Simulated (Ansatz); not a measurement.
Input and command of a plane-wave DFT calculation in Ansatz:

```yaml
crystal:
  lattice:
    - [-5.4423086076, 5.4423086076, -5.4423086076]
    - [5.4423086076, -5.4423086076, -5.4423086076]
    - [-5.4423086076, -5.4423086076, 5.4423086076]
  atoms:
    - { symbol: Zn, position: [0.5, 0.25, 0.25] }
    - { symbol: Zn, position: [0.25, 0.25, 0.5] }
    - { symbol: Zn, position: [0.0, 0.25, 0.75] }
    - { symbol: Zn, position: [0.75, 0.0, 0.25] }
    - { symbol: Zn, position: [0.75, 0.25, 0.0] }
    - { symbol: Zn, position: [0.5, 0.0, 0.5] }
    - { symbol: Zn, position: [0.25, 0.0, 0.75] }
    - { symbol: Zn, position: [0.0, 0.75, 0.25] }
    - { symbol: Zn, position: [1.0, 1.0, 1.0] }
    - { symbol: Zn, position: [0.75, 0.75, 0.5] }
    - { symbol: Zn, position: [0.5, 0.75, 0.75] }
    - { symbol: Zn, position: [0.25, 0.5, 0.25] }
    - { symbol: Zn, position: [0.25, 0.75, 0.0] }
    - { symbol: Zn, position: [0.0, 0.5, 0.5] }
    - { symbol: Zn, position: [0.75, 0.5, 0.75] }
    - { symbol: Zn, position: [0.5, 0.5, 0.0] }
    - { symbol: S, position: [0.5, 0.0, 0.25] }
    - { symbol: S, position: [0.25, 0.0, 0.5] }
    - { symbol: S, position: [0.0, 0.0, 0.75] }
    - { symbol: S, position: [0.75, 0.75, 0.25] }
    - { symbol: S, position: [0.75, 0.0, 0.0] }
    - { symbol: S, position: [0.5, 0.75, 0.5] }
    - { symbol: S, position: [0.25, 0.75, 0.75] }
    - { symbol: S, position: [0.0, 0.5, 0.25] }
    - { symbol: S, position: [0.0, 0.75, 0.0] }
    - { symbol: S, position: [0.75, 0.5, 0.5] }
    - { symbol: S, position: [0.5, 0.5, 0.75] }
    - { symbol: S, position: [0.25, 0.25, 0.25] }
    - { symbol: S, position: [0.25, 0.5, 0.0] }
    - { symbol: S, position: [0.0, 0.25, 0.5] }
    - { symbol: S, position: [0.75, 0.25, 0.75] }
    - { symbol: S, position: [0.5, 0.25, 0.0] }
basis:
  ecutwfc: 420
  xc_grid: 2
kpoints:
  mp_grid: { grid: [2, 2, 2], shift: [0.5, 0.5, 0.5] }
hamiltonian:
  xc: pbe
scf:
  occupations: { method: gaussian, width: 0.01 }
output:
  forces: true
  stress: true
  eigenvalues: true
```

```bash
ansatz run input.yaml --threads 4 --pin off --max-ram 8192MiB --backend cpu --events-out ev --progress --plain --runs-dir out
```

Processor: Intel(R) Xeon(R) Processor @ 2.50GHz (Skylake/Cascade Lake), 4 threads, on a host shared with other jobs.

**Question.** Estimate time, memory and problem size.

**Answer.** About 37 s on 4 threads of Intel(R) Xeon(R) Processor @ 2.50GHz (Skylake/Cascade Lake), with other jobs on the host, peak memory 1.4 GiB. It solves 176 bands at 2 k points (the mesh reduced by the symmetry that the task leaves, which can be less than the crystal's) with about 12623 plane waves, in 7 SCF iterations.
